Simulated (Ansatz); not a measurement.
Values for one crystal, relaxed and computed with DFT-PBEsol in the program Ansatz with PAW potentials; other levels are named.

Volume per atom: 20.48 Å³
Electronic character: metallic (no gap)
Highest zone-centre frequency: 304 cm⁻¹
Gap with spin–orbit coupling: none (metallic)
Density of states at the Fermi level: 0.04 states/eV per atom (mean over ±0.08 eV)
Bulk modulus (Birch–Murnaghan fit): 31.0 GPa
Pressure derivative B′: 8.2

Task: Pick the material that matches.
A) ZnCdTeSe, P3m1 (Zn on 1a, Cd on 1c, Te on 1a, Se on 1c)
B) NaMo3Se3, P6_3/m (Na on 2c, Mo on 6h, Se on 6h)
C) Ge2Mo, Pnma (Ge on 4c, Mo on 4c, Ge on 4c)
D) NiSe, NiAs type

Result: B, NaMo3Se3, P6_3/m (Na on 2c, Mo on 6h, Se on 6h)

The first step of the workflow began from a Materials Project structure, measured or hypothetical; the Crystallography Open Database copy checked does not list it. Its standing as an ambient phase is unchecked. The PBEsol relaxation kept the symmetry of its start; of distortions, only those at the zone centre were tested. No spin polarisation was allowed. A small band overlap can be real or an error of a semilocal functional. As this level gives no gap, phonon frequencies hold no LO–TO term and depend on the k-mesh and smearing (Fermi–Dirac, 0.1 eV here). Spin–orbit coupling is left out wherever it is not named.

Potentials: the later of the program's two PAW sets.
